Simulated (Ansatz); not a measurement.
**Cr$_{3}$Sn, a known structure type with other elements, at an estimated volume**

```xyz
8
Lattice="5.4133 0.0000 0.0000 0.0000 4.3359 0.0000 0.0000 0.0000 4.7025" Properties=species:S:1:pos:R:3 pbc="T T T"
Cr    0.0000    1.0840    3.1182
Cr    2.7067    1.0840    3.1182
Cr    2.7067    3.2519    1.5843
Cr    0.0000    3.2519    1.5843
Cr    1.3533    3.2519    3.8922
Cr    4.0600    1.0840    0.8102
Sn    1.3533    1.0840    0.7933
Sn    4.0600    3.2519    3.9092
```

Method: PBE, no spin polarisation; PAW, plane waves to 420 eV, 6×8×7 Γ-centred mesh, gaussian occupations (width 0.0416 eV) (Ansatz 0.2.0), atoms fixed.

(1) Which element gives electrons and which takes them?

(2) What is the formation energy?

(3) What happens at the Fermi level?

(4) What does the stress say?

(5) Describe some of the short contacts.

(6) Where is the largest force?

Origin: a known structure type with other elements, at an estimated volume, so it need not be a known compound. Caveats: no spin polarisation, so a magnetic state may lie lower.

Results:

(1) Bader charges in e: Cr +0.15, Sn -0.46. In the mean Cr gives up most and Sn takes most.

(2) 0.42 eV an atom against the elements' usual phases (free molecules for gases, crystals otherwise, with no correction for O₂ or N₂), so at this geometry it isn't bound against them. Relaxing would lower it.

(3) It is a metal, with about 10 states/eV a cell as the mean within 0.25 eV of the Fermi level, mostly Cr d (95 %).

(4) The pressure is 1.0 GPa (compression positive), so with the atoms held at these fractions the cell would first expand; the forces are large, so a full relaxation may end otherwise. The principal stresses -1.0, -1.0, 5.0 GPa differ, so its shape would change too.

(5) Cr–Cr at 2.66 Å: least valence density 0.32 e/Å³ and ELF 0.39 there. Cr–Sn at 2.68 Å: least valence density 0.29 e/Å³ and ELF 0.20 there. Both are smooth PAW fields, read partly inside the augmentation spheres.

(6) The largest is on Cr5 (and as large on other atoms): 0.98 eV/Å, components (0.00, 0.00, -0.98). It makes 73° with the line to a nearest neighbour, Cr1 at 2.67 Å.
